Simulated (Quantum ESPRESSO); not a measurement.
# Planted mistakes on one cell of Si6Ge2

The results below are calculated, not measured. They come from pw.x of Quantum ESPRESSO 7.5, a plane-wave density functional program, with PseudoDojo standard norm-conserving files (v0.5 for PBE, v0.4.1 for LDA and PBEsol). The cells are made up: elements, strain and atom displacements were drawn at random, and nothing was relaxed. There is no spin polarisation, spin-orbit coupling or dispersion term.

The cell has 8 sites of a zincblende or diamond lattice. Sites 1 to 4 hold Si Si Ge Ge; sites 5 to 8 hold Si Si Si Si. Cell vectors in Å: (5.556, 0.000, 0.000); (0.000, 5.556, 0.000); (0.000, 0.000, 5.556). Settings: PBE, cutoff 1061 eV, 4 x 4 x 4 k mesh shifted by half a step, Fermi-Dirac smearing of 0.025 eV.

The intended run has a self-consistency threshold of 1e-07 eV, a smearing term of 0.000 eV, a pressure of -0.77 GPa and 9 iterations. Each further run changes one thing: all lengths scaled by 1.0200; atoms of sites 4 and 8 exchanged; cutoff 748 eV; files of LDA; k mesh 2 x 2 x 2; one electron removed; smearing 0.48 eV; threshold 0.8 eV. A coarse mesh keeps the shift, and a charged cell sits in a uniform background.

```
run,change of free energy (eV),smearing term -TS (eV),change of P (GPa),largest change of a force component (eV/Å),iterations
A,0.031,0.000,0.07,0.341,8
B,-0.357,0.000,-3.91,0.131,8
C,0.022,0.000,-0.74,0.088,2
D,-0.383,-1.281,0.31,0.086,9
E,0.678,0.000,0.24,0.023,9
F,0.189,0.000,-4.00,0.170,9
G,-6.199,-0.008,-9.95,0.135,10
H,3.476,0.000,-29.34,0.002,10
```

A rerun of the intended cell at 1347 eV and k mesh 6 x 6 x 6 moved values by no more than 0.015 eV in the cell's energy, 0.03 GPa in stress and 0.002 eV/Å in force.

Question: which change belongs to which run?

## Worked reading

Run C has the fewest iterations, as a run stopped early does. Run D has the largest smearing term, as wide smearing gives. Run H has a higher energy and the largest fall in pressure, as too small a basis gives. Run F changes the volume by a factor of 1.0612; minus its pressure change over the logarithm of that factor, 67 GPa, is a rough bulk modulus with clamped atoms. Energies from files of another functional, or of a charged cell, have another zero and say nothing on stability; the pressure of a charged cell rests on the program's zero of potential too.

## Key

| run | change |
| --- | --- |
| A | atoms of sites 4 and 8 exchanged |
| B | files of LDA |
| C | threshold 0.8 eV |
| D | smearing 0.48 eV |
| E | k mesh 2 x 2 x 2 |
| F | all lengths scaled by 1.0200 |
| G | one electron removed |
| H | cutoff 748 eV |